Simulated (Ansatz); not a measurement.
This guess for TaC2 is about to be relaxed.

```cif
data_structure
_symmetry_space_group_name_H-M 'P6/mmm'
_symmetry_Int_Tables_number 191
_cell_length_a 4.1636
_cell_length_b 4.1636
_cell_length_c 3.3112
_cell_angle_alpha 90.000
_cell_angle_beta 90.000
_cell_angle_gamma 120.000
_cell_volume 49.71
loop_
_atom_site_label
_atom_site_type_symbol
_atom_site_symmetry_multiplicity
_atom_site_Wyckoff_symbol
_atom_site_fract_x
_atom_site_fract_y
_atom_site_fract_z
_atom_site_occupancy
Ta1 Ta 1 b 0.00000 0.00000 0.50000 1
C1 C 2 d 0.33333 0.66667 0.50000 1
```

The calculation used DFT PBE, scalar-relativistic, plane waves, PAW in Ansatz. Cutoff 420 eV, Gaussian smearing, Γ-centred meshes. Cell and atoms relax first on a coarse mesh and then on a finer one. In between, the cell is made exact in the group found at 0.06 Å. In metals the finer mesh still leaves noise of several meV/atom or more. The steps can't lower the symmetry of their start. No spin polarisation.

A guess keeps its type if space group and coordination stay and the shape of the cell changes little (axis ratios within about 15 %, angles within 6°); the volume may change.

Question: Will the relaxed cell still be of the starting type?

Answer: It keeps its type. The symmetry stays P6/mmm (No. 191). The volume per atom shrinks by 20.5 %, from 16.6 to 13.2 Å³. The shortest distance goes from 2.40 Å (Ta–C and C–C) to 2.18 Å (Ta–C and C–C). The ratio c/a of the conventional cell changes by a factor of 1.06. Counting neighbours within 15 % of an atom's shortest distance, the start has C 6, Ta 6 and the end C 6, Ta 6.

Formation energies are uncorrected and refer to the elements' standard structures at the same level.

Question: At what energy does it end?

Answer: +2.18 eV/atom. The separate elements lie lower, so it is unstable against them.

The last run used a 12×12×14 mesh (in the run's order of axes) for its 3-atom cell and Gaussian smearing of 0.10 eV. Spin–orbit coupling, which can matter for Ta, is left out. The cell is a metal run without spin; a magnetic state may lie lower. The reference form of C is held partly by dispersion forces, which this level lacks. Symmetry constrained the relaxation, so the result can be a saddle point. Another cell of TaC2 relaxed alike, in I4/mmm, lies 1.64 eV/atom lower, so this cell isn't the stable form at this level.
